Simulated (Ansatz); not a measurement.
# Stress against strain in As

```
CELL_PARAMETERS angstrom
1.87975 1.08527 3.48577
-1.87975 1.08527 3.48577
0.00000 -2.17055 3.48577
ATOMIC_POSITIONS crystal
As 0.22754 0.22754 0.22754
As 0.77246 0.77246 0.77246
```

Atom numbers follow the list: As1, As2.

The cell is a measured one (Crystallography Open Database entry 9009651); the temperature and pressure of the measurement aren't taken into account, and nothing was relaxed.

Theory: DFT, LDA, all-electron LAPW, scalar-relativistic (Ansatz 0.2.0).

Sampling and basis: a Γ-centred 13×13×13 k mesh, Fermi–Dirac smearing of 0.05 eV, basis error target 1 meV/atom, no spin polarisation.

The strain is applied along the Cartesian axes of the cell as listed (the other components stay zero). Fractional coordinates are held (clamped ions).

σ is the change of stress from the unstrained cell, which is at -1.50 GPa; tension is positive, so slopes are stress–strain coefficients at that pressure. In a metal the k mesh adds noise.

Only quantities that a quadratic follows smoothly over the whole series are listed; rougher ones are left out.

```tsv
εxx = εyy	σzz (GPa)	σxx (GPa)
-0.0200	-2.34	-4.29
0.0000	0.00	0.00
0.0100	0.88	1.96
0.0200	1.64	3.75
```

Fit the series and read off the stiffness at zero strain.

Least-squares fits y = p0 + p1 x + p2 x² to the rows give σzz (GPa): p1 = 99.3, p2 = -850; σxx (GPa): p1 = 201, p2 = -690. So C13 + C23 = 99 GPa and C11 + C12 = 201 GPa, for these axes.

One run, at εxx = εyy = -0.0100, is withheld. Predict its row.

The fits give -1.09, -2.07; the run gave -1.04, -2.11.
